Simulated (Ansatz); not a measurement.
**YSi$_{2}$Ir$_{2}$ (P4/nmm): electronic heat capacity and spin susceptibility from the density of states**

Theory: Ansatz, DFT r2SCAN, scalar-relativistic, plane waves, PAW.

Cutoff 500 eV; k points 10×10×4 on the computed 10-atom cell (Γ-centred); Gaussian smearing, width 0.10 eV; no spin polarisation.

Relaxed cell: P4/nmm, a = 4.111 Å, b = 4.111 Å, c = 9.804 Å, α = 90.00°, β = 90.00°, γ = 90.00°, 10 atoms in the primitive cell.

The density of states at the Fermi level is 4.320 states/eV in the cell of 10 atoms (2 formula units; both spins, tetrahedra on a 15×15×6 mesh). Averaged over bins of 0.1 eV the density runs from 3.4 to 5.5 states/eV within 0.2 eV of the Fermi level, so the figure hangs on the exact place of that level.

Problem. What Sommerfeld coefficient and Pauli susceptibility does this give?

Solution. Per formula unit N(E_F) = 2.160 states/eV. γ = (π²/3) k_B² N(E_F) N_A = 2.357 mJ/(mol K²) per state/eV, so γ = 5.1 mJ/(mol K²), a mole of formula units. χ_P = μ_B² N(E_F) N_A = 3.23×10⁻⁵ emu/mol per state/eV gives 7.0×10⁻⁵ emu/mol. This is the bare band result: a measured γ of the same phase is as a rule larger by a factor 1 + λ from phonons and spin fluctuations, the spin part of χ is larger by the Stoner factor, and a measured χ also holds orbital and core terms. N(E_F) at one energy is sensitive to the mesh where the density of states has sharp peaks.

Spin-orbit coupling is left out, which matters for the bands of heavy elements.

Cost: 1 run of about 3 core-minutes, on Oxide Virtual Turin-like Processor (Zen 5) (shared hosts).